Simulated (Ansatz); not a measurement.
Relaxing an invented Be3TeO2 structure

All numbers below come from DFT PBE, scalar-relativistic, plane waves, PAW in Ansatz. Cutoff 420 eV, Gaussian smearing, Γ-centred meshes. Cell and atoms relax first on a coarse mesh and then on a finer one. In between, the cell is made exact in the group found at 0.06 Å. In metals the finer mesh still leaves noise of several meV/atom or more. The steps can't lower the symmetry of their start. No spin polarisation.

A trial structure of Be3TeO2 was built thus: random cell by space group and Wyckoff sites (P4mm, No. 99). Lengths were set from tabulated atomic sizes, so they are only a guess.

```cif
data_structure
_symmetry_space_group_name_H-M 'P4mm'
_symmetry_Int_Tables_number 99
_cell_length_a 4.9020
_cell_length_b 4.9020
_cell_length_c 4.8002
_cell_angle_alpha 90.000
_cell_angle_beta 90.000
_cell_angle_gamma 90.000
_cell_volume 115.35
loop_
_atom_site_label
_atom_site_type_symbol
_atom_site_symmetry_multiplicity
_atom_site_Wyckoff_symbol
_atom_site_fract_x
_atom_site_fract_y
_atom_site_fract_z
_atom_site_occupancy
Be1 Be 2 c 0.50000 0.00000 0.54578 1
Be2 Be 1 a 0.00000 0.00000 0.26891 1
Te1 Te 1 a 0.00000 0.00000 0.53931 1
O1 O 2 c 0.50000 0.00000 0.90938 1
```

Energies over the elements count from the elements' standard structures at the same level (O₂ as a molecule), with no fitted energy shifts.

Question: Which structure results?

Answer: The symmetry stays P4mm (No. 99). The volume per atom shrinks by 25.6 %, from 19.2 to 14.3 Å³. The shortest distance goes from 1.30 Å (Be–Te) to 1.44 Å (Be–O). The ratio c/a of the conventional cell changes by a factor of 1.69. The energy falls by about 4.6 eV/atom (the start's value is from the coarse mesh). The end is written in a standard setting, so origin, axes and order of atoms can differ from the start's. Conventional cell: a = 3.728 Å, c = 6.176 Å. Be on a site of symmetry 2mm is surrounded by 1 O at 1.44 Å and 2 Te at 2.44 Å; Be on a site of symmetry 4mm has 4 O at 1.88 Å, 4 Be at 2.51 Å, 1 Te at 2.92 Å and 1 Te at 3.25 Å; around Te lie 4 Be at 2.44 Å; O is surrounded by 1 Be at 1.44 Å and 2 Be at 1.88 Å.

```yaml
crystal:
  lattice:
    - [3.72788, 0.00000, 0.00000]
    - [0.00000, 3.72788, 0.00000]
    - [0.00000, 0.00000, 6.17562]
  atoms:
    - { symbol: Be, position: [0.50000, 0.00000, 0.70560] }
    - { symbol: Be, position: [0.00000, 0.50000, 0.70560] }
    - { symbol: Be, position: [0.00000, 0.00000, 0.97860] }
    - { symbol: Te, position: [0.00000, 0.00000, 0.45177] }
    - { symbol: O, position: [0.50000, 0.00000, 0.93848] }
    - { symbol: O, position: [0.00000, 0.50000, 0.93848] }
```

Question: How does it come out in energy, and is it a metal?

Answer: The formation energy is −1.02 eV/atom and the gap on the 10×10×6 mesh of the 6-atom cell is 0 eV (the bands meet within 0.015 eV).

The last run used Gaussian smearing of 0.10 eV. Spin–orbit coupling, which can matter for Te, is left out. The zero gap may come from the functional, which often closes small gaps, or the cell may be a true semimetal. The reference form of Te is held partly by dispersion forces, which this level lacks. Symmetry constrained the relaxation, so the result can be a saddle point. Another cell of Be3TeO2 relaxed alike, in P6/mmm, lies 0.42 eV/atom lower, so this cell isn't the stable form at this level.
